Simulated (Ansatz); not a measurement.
The relaxed structure here is a generated cell of IrO2: the first start was made by placing the elements on the sites of a structure type, and the end was not matched to a known phase here, so it may be hypothetical. Known forms of IrO2 include space group No. 136.

A relaxed structure of IrO2. Space group P6₃/mmc (No. 194), AFLOW prototype A2B_hP12_194_cg_f (C10, as in SiO2). These are PBE (plane waves to 420 eV, PAW, scalar-relativistic; Ansatz, an electronic-structure program) values and carry that method's errors.

Space group P6₃/mmc (No. 194); a = b = 6.197 Å, c = 10.011 Å, α = β = 90.00°, γ = 120.00°

| atom | site | symmetry | x | y | z |
|---|---|---|---|---|---|
| Ir | 4f | 3m. | 0.3333 | 0.6667 | 0.0606 |
| O | 2c | -6m2 | 0.3333 | 0.6667 | 0.2500 |
| O | 6g | .2/m. | 0.5000 | 0.5000 | 0.5000 |

For IrO2, the volume per atom is 27.74 Å³, the density comes out as 4.47 g/cm³ and the band gap is no gap on the sampled points, where the bands overlap only slightly; such a result is sensitive to mesh and level. The shortest distances comes out as Ir–O 1.89 Å; O–O 3.08 Å and the k-mesh comes out as 7×7×4.

Band energies at high-symmetry points (eV from the Fermi level; labels of this space group; no spin-orbit coupling), from −5 eV up to 2.3 eV:

```
point                                                                                                                                                       energies
-----  -------------------------------------------------------------------------------------------------------------------------------------------------------------
Γ                     -4.77 -4.77 -4.74 -4.23 -4.23 -3.49 -3.49 -3.42 -3.42 -3.02 -3.02 -2.41 -2.41 -1.81 -1.81 -1.78 -0.27 -0.27 0.06 0.06 0.11 0.55 0.96 0.96 1.86
M                           -4.81 -4.39 -4.18 -3.95 -3.89 -3.42 -2.41 -2.06 -1.90 -1.52 -0.51 -0.41 -0.37 -0.22 -0.16 -0.15 -0.04 0.06 0.38 0.48 1.01 1.02 1.50 1.56
K              -4.74 -4.74 -4.48 -4.48 -4.16 -4.16 -3.56 -2.40 -1.32 -1.32 -1.06 -1.06 -0.90 -0.71 -0.29 0.02 0.02 0.33 0.35 0.41 0.41 0.75 0.75 1.23 2.01 2.01 2.19
A              -4.99 -4.99 -4.99 -4.99 -4.05 -4.05 -4.05 -4.05 -3.49 -3.49 -2.50 -2.50 -2.50 -2.50 -1.28 -1.28 -1.28 -1.28 -1.11 -1.11 0.73 0.73 0.73 0.73 1.75 1.75
L                  -4.58 -4.58 -4.00 -4.00 -3.82 -3.82 -2.16 -2.16 -1.45 -1.45 -0.90 -0.90 -0.24 -0.24 -0.19 -0.19 0.03 0.03 0.66 0.66 0.81 0.81 1.99 1.99 2.02 2.02
H      -4.69 -4.69 -4.65 -4.65 -4.41 -4.41 -3.94 -3.94 -1.67 -1.67 -1.46 -1.46 -0.64 -0.64 -0.55 -0.55 -0.29 -0.29 0.34 0.34 0.56 0.56 0.71 0.71 1.81 1.81 1.99 1.99
```

No spin polarisation in the result. No Hubbard U is applied.

The run could not lower the symmetry of its start; a shaken copy of this end point relaxes with PBE to C222₁ (No. 20), 0.42 eV/atom lower.
